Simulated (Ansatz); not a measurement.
# From the elastic tensor of Zn$_{5}$CdS$_{6}$ to moduli and sound speeds

All numbers below come from DFT PBE, scalar-relativistic, plane waves, PAW (Ansatz 0.2.0). Plane waves to 420 eV; Γ-centred k mesh 6×6×4; fixed occupations. No spin polarisation.

Space group P31m (No. 157), trigonal, a = 6.759 Å, c = 6.388 Å. Zn on a site of symmetry m has 4 S at 2.36–2.38 Å; around Zn on a site of symmetry 3 lie 4 S at 2.34–2.37 Å; Cd has 4 S at 2.54–2.56 Å; S on a site of symmetry m is surrounded by 3 Zn at 2.34–2.36 Å and 1 Cd at 2.54 Å; around S on a site of symmetry 3m lie 3 Zn at 2.38 Å and 1 Cd at 2.56 Å; S on a site of symmetry 3 has 4 Zn at 2.37–2.38 Å.

The structure comes from a generated guess, relaxed at this level; another structure or a mixture of phases may lie lower.

Relaxed-ion constants (GPa, on the Cartesian axes of the calculation):
C11 = 106.8, C12 = 50.0, C13 = 38.9, C15 = 0.1, C22 = 106.8, C23 = 38.9, C25 = -0.1, C33 = 125.0, C44 = 24.9, C46 = -0.1, C55 = 24.9, C66 = 28.4 GPa; the others vanish.

Density 4.150 g/cm³; 12 atoms in 252.73 Å³.

With S = C⁻¹: B_V = (C11+C22+C33+2(C12+C13+C23))/9, G_V = (C11+C22+C33−C12−C13−C23+3(C44+C55+C66))/15, 1/B_R = S11+S22+S33+2(S12+S13+S23), 15/G_R = 4(S11+S22+S33−S12−S13−S23)+3(S44+S55+S66); Hill is their mean. Then v_l = √((B+4G/3)/ρ), v_t = √(G/ρ), v_m = [(2/v_t³+1/v_l³)/3]^(−1/3) and Θ = (ħ/k_B)·v_m·(6π²n/V)^(1/3) for n atoms in the volume V; E = 9BG/(3B+G), ν = (3B−2G)/(2(3B+G)) and A^U = 5G_V/G_R + B_V/B_R − 6.

- Bulk modulus, Voigt / Reuss / Hill: 66.0 / 66.0 / 66.0 GPa
- Shear modulus, Voigt / Reuss / Hill: 29.7 / 28.7 / 29.2 GPa
- Young's modulus: 76 GPa
- Poisson ratio: 0.307
- Pugh ratio B/G: 2.26 (over 1.75, the rule of thumb for ductile)
- Universal anisotropy index: 0.19
- Longitudinal and transverse sound speeds: 5028 and 2652 m/s
- Debye temperature from the mean sound speed: 320 K
